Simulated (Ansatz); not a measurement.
NaCl:
Space group Fm-3m (No. 225); a = 5.607 Å, b = 5.607 Å, c = 5.607 Å, α = 90.00°, β = 90.00°, γ = 90.00°

```json
[
 {"atom": "Na", "site": "4a", "symmetry": "m-3m", "x": "0.0000", "y": "0.0000", "z": "0.0000"},
 {"atom": "Cl", "site": "4b", "symmetry": "m-3m", "x": "0.5000", "y": "0.5000", "z": "0.5000"}
]
```
(The calculation used a cell of 2 atoms; values per cell refer to that cell.)

Relaxed with r²SCAN. 

**Question.** HSE06 on this cell (Ansatz, a quantum-chemistry and plane-wave program, PAW) gives a gap of 6.55 eV. What does r²SCAN give?

**Answer.** 5.97 eV.

Cost on shared cores: the r²SCAN run (SCF on a 9×9×9 mesh, then bands and DOS) around 23 core-seconds (rough), the HSE06 run (SCF on 6×6×6, then a few points) around 120 core-seconds (rough); the tasks are unlike.

The r²SCAN relaxation kept the symmetry of its start; of distortions, only those at the zone centre were tested.

Potentials: the earlier of the program's two PAW sets.

Ansatz is a plane-wave DFT program.
